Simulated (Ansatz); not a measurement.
With plane-wave PAW r²SCAN (Ansatz code), YB$_{3}$C$_{3}$ in the cubic phase (Pm-3n; Y on 2a, B on 6d, C on 6c) relaxes to a = 4.801 Å. Its formation energy from the elements is -0.12 eV/atom, with no fitted shifts.

It is gapped at this level: 0.36 eV (indirect). The valence maximum lies at Γ and the conduction minimum at M (3 equivalent valleys). HSE06 on the same cell gives 1.03 eV. Gap from r²SCAN with spin–orbit coupling: 0.35 eV.

The bulk modulus is 262 GPa. The relaxed-ion elastic constants in GPa are C11 = 488, C12 = 150, C44 = 198. The elastic constants imply a Debye temperature near 1040 K. Bader charges are Y +2.08, B +1.62, C -2.32 e.

The start of the workflow was typed in or built on a structure type; neither database checked (COD, Materials Project) lists it. Whether it is the stable phase at ambient conditions was not checked. Symmetry was held in the r²SCAN relaxation; its stability against distortions is not shown here. The run is not spin-polarised. The references are the lowest solids computed at this level, not always the standard phases. Spin–orbit coupling is left out wherever it is not named.

Potentials: the earlier of the program's two PAW sets.
